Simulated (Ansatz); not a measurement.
Bond compression in As

```
CELL_PARAMETERS angstrom
1.88080 1.08588 3.51406
-1.88080 1.08588 3.51406
0.00000 -2.17176 3.51406
ATOMIC_POSITIONS crystal
As 0.77400 0.77400 0.77400
As 0.22600 0.22600 0.22600
```

The cell is entry 9008574 of the Crystallography Open Database, unrelaxed.

Its shortest bond, of 2.506 Å between atom 1 (As) and the nearest image of atom 2 (As), is scaled by moving both atoms along it, with the cell held. The force apart is half the difference of the two atoms' forces along the bond; it holds the pull and push of their other neighbours too.

Computed with Ansatz 0.2.0; functional PBEsol, scalar-relativistic. Settings: a Γ-centred 10×10×10 k mesh, Fermi–Dirac smearing of 0.05 eV, no spin polarisation. Methods: LAPW: all electrons, basis error target 1 meV/atom; PAW: frozen-core files, cutoff 420 eV.

Energies are extrapolated to zero smearing and count from the unscaled cell; pressure is positive in compression; gaps take the mesh and a band path. No temperature or zero-point motion is included.

The PAW files were made under PBE.

```
bond (Å)  force apart (eV/Å)  P LAPW (GPa)  ΔE LAPW (eV/atom)  P PAW − LAPW (GPa)  ΔE PAW − LAPW (meV/atom)  force PAW − LAPW (eV/Å)
   2.506                0.19          0.30              0.000               -0.01                       0.0                    0.001
   2.356                   ?          2.92              0.056               -0.01                       0.0                    0.001
   1.754               21.83             ?              2.473               -0.54                      -3.5                   -0.254
```

**Question.** Fill in "force apart (eV/Å)" for the row "2.356".

**Answer.** 1.42.

**Question.** Fill in "P LAPW (GPa)" for the row "1.754".

**Answer.** 52.0.

**Question.** How do the Löwdin populations by LAPW change from the unscaled cell to the last row, on the two atoms of the bond?

**Answer.** As1 4s 1.78 → 1.60, As1 4p 3.19 → 3.35, As2 4s 1.78 → 1.60, As2 4p 3.19 → 3.35 electrons an atom. These are projections on the shells that the free atoms fill; 0.07 e a cell lies outside them at the start and 0.15 e at the end.
